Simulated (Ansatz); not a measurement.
A geometry of VBiO4 away from equilibrium: step 10 of the relaxation of a generated cell, VBiO4 placed in the AFLOW prototype AB4C_tI12_82_c_g_a (H0_7, as in BPO4). These are PBE (plane waves to 420 eV, PAW, scalar-relativistic; Ansatz, a quantum-chemistry and plane-wave program) values and carry that method's errors. Γ-centred k-mesh 7×7×7 on the run's cell (coarser than for final values), Fermi–Dirac smearing 0.05 eV.

```yaml
crystal:
  lattice:
    - [-2.55298, 2.55298, 3.96217]
    - [2.55298, -2.55298, 3.96217]
    - [2.55298, 2.55298, -3.96217]
  atoms:
    - { symbol: V, position: [0.75000, 0.25000, 0.50000] }
    - { symbol: O, position: [0.45088, 0.34793, 0.53456] }
    - { symbol: O, position: [0.81338, 0.91632, 0.46544] }
    - { symbol: O, position: [0.08368, 0.54912, 0.89705] }
    - { symbol: O, position: [0.65207, 0.18662, 0.10295] }
    - { symbol: Bi, position: [0.00000, 0.00000, 0.00000] }
```
Spin-polarised start, with parallel moments on V.

Task: Which atoms carry the largest force, and which way does it point?

Result: 0.02 eV/Å, on O2, O3, O4, O5 (atoms numbered as listed); on O3 its components are (-0.01, 0.01, 0.00).

Task: What is the pressure?

Result: +6.3 GPa, compression positive.

Task: How far above the relaxed end point is this geometry?

Result: 0.15 eV/atom; the path ends in I-4 (No. 82).

No spin polarisation in the result: the starting moments vanished. The d or f electrons are treated with no Hubbard U.

The run could not lose the symmetry of its start: the end is stationary, and may be a saddle point rather than a minimum.

The end of the path is a generated cell of VBiO4: the first start was made by placing the elements on the sites of a structure type, and the end was not matched to a known phase here, so it may be hypothetical. Known forms of VBiO4 include space group No. 88.
